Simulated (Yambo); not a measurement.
A G0W0@PBEsol run in Yambo for BeZn3O4 (space group I-42m, No. 121) (4×4×4 Γ-centred k mesh, bands 14 to 152 and a 7 Ry block in the screening, 152 bands in G with the Bruneval-Gonze terminator, plasmon pole fitted at 27.2 eV) gives these matrix elements, in eV, at the band edges (Γ → Γ):

```json
[
 {"state": "valence edge", "E0": "0.000", "<Vxc>": "-23.534", "<Σx>": "-29.280", "<Σc(E0)>": "4.567", "Z": "0.789"},
 {"state": "conduction edge", "E0": "1.493", "<Vxc>": "-13.565", "<Σx>": "-9.754", "<Σc(E0)>": "-3.010", "Z": "0.833"}
]
```

**Question.** Solve the linearised quasiparticle equation for both states, give the gap, and say how exchange and correlation each act on it.

**Answer.** E = E0 + Z(Σx + Σc − Vxc). Valence: 0.000 + 0.789 × (-29.280 + (4.567) − (-23.534)) = -0.93 eV. Conduction: 1.493 + 0.833 × (-9.754 + (-3.010) − (-13.565)) = 2.16 eV. The gap is 3.09 eV, against 1.49 eV in PBEsol. Replacing Vxc by bare exchange alone would open it by 9.56 eV; correlation takes back 7.58 eV of that, and Z scales what is left. Nearest settings tried, and what they do to the gap: 75 bands in W, 75 bands in G: +340 meV; 1 Ry block (15 vectors against 195): +781 meV. Not varied: mesh. So the settings aren't converged at that level. Oxides, nitrides and fluorides with a shallow 3d shell are known to need far more bands and larger blocks. 

Geometry of the Materials Project entry, not relaxed at this level; primitive cell a = b = c = 5.3969 Å, α = β = 131.56°, γ = 70.92°.

The structure is a Materials Project entry; no match was found in the copy of COD used, and its stability was not checked.
